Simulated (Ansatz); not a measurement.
SnO (zinc blende, F-43m) under volume change, PBEsol in the plane-wave PAW code Ansatz, scaled uniformly.

```
V (Å³/atom)  E − E(relaxed) (meV/atom)     P (GPa)
-----------  -------------------------  ----------
17.679                            37.9        7.52
18.262                            15.9        4.61
18.845                      (withheld)  (withheld)
19.428                             0.0        0.00
20.011                      (withheld)  (withheld)
20.594                            13.1       -3.45
21.177                            28.3       -4.86
```

Task: Some entries are withheld; supply them.

Result: 
- 18.845, E − E(relaxed) (meV/atom): 3.8
- 18.845, P (GPa): 2.12
- 20.011, E − E(relaxed) (meV/atom): 3.4
- 20.011, P (GPa): -1.84

Task: What does a third-order Birch–Murnaghan fit give for V₀, B₀ and B′?

Result: V₀ = 19.43 Å³/atom, B₀ = 66.4 GPa, B′ = 3.9.

The start of the workflow was typed in or built on a structure type; neither database checked (COD, Materials Project) lists it. It is not the phase usual at ambient conditions (space group No. 129). Symmetry was held in the PBEsol relaxation. At this level the phase is mechanically unstable. The volume moved by 16 % from the start of the relaxation. Scalar-relativistic: spin–orbit coupling is off unless named, which matters more the heavier the elements.

Potentials: the later of the program's two PAW sets.
